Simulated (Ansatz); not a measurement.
Q: AgI in space group P6_3mc (No. 186; Ag on 2a, Ag on 2b, I on 2a, I on 2b) is relaxed with the program Ansatz at the PBE+D3(BJ) level (PAW). What lattice parameters of the conventional cell result?

A: a = 4.436 Å, c = 14.614 Å.

Q: Give the free coordinates with the occupied sites.

A: In one choice of origin and axes:

```tsv
atom	site	symmetry	x	y	z
Ag	2a	3m.	0.0000	0.0000	0.3215
Ag	2b	3m.	0.6667	0.3333	0.4287
I	2a	3m.	0.0000	0.0000	0.0183
I	2b	3m.	0.6667	0.3333	0.2314
```

Q: Is it a metal or does it have a gap at this level?

A: A gap of 1.45 eV, direct.

The first step of the workflow began from a Materials Project structure, measured or hypothetical. Its sites differ from those of the usual phase in this space group: another stacking or structure type. Symmetry was held in the PBE+D3(BJ) relaxation; its stability against distortions is not shown here. No spin polarisation was allowed. Scalar-relativistic: spin–orbit coupling is off unless named, which matters more the heavier the elements.

Potentials: the later of the program's two PAW sets.
